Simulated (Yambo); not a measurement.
Data:

```xyz
2
Lattice="0.0000 2.1770 2.1770 2.1770 0.0000 2.1770 2.1770 2.1770 0.0000" Properties=species:S:1:pos:R:3 pbc="T T T"
C      0.0000     0.0000     0.0000
Si     3.2655     3.2655     3.2655
```

Workflow: PBE (Quantum ESPRESSO, PseudoDojo norm-conserving, 82 Ry, no spin-orbit coupling), then G0W0 in Yambo (6×6×6 Γ-centred k mesh, 76 bands and a 14 Ry block in the screening, 76 bands in G with the Bruneval-Gonze terminator, plasmon pole fitted at 27.2 eV).

**Question.** Give the PBE and G0W0 gaps between the band edges found on this mesh, and say where the edges lie.

**Answer.** Edges: Γ → X. PBE: 1.36 eV; G0W0: 2.14 eV. Nearest settings tried, and what they do to the gap: 47 bands in G: +14 meV; 32 bands in W: -45 meV; 11 Ry block (89 vectors against 169): -64 meV; 4×4×4 mesh: -24 meV. So the settings aren't converged at that level. 

Geometry of the Materials Project entry, not relaxed at this level.
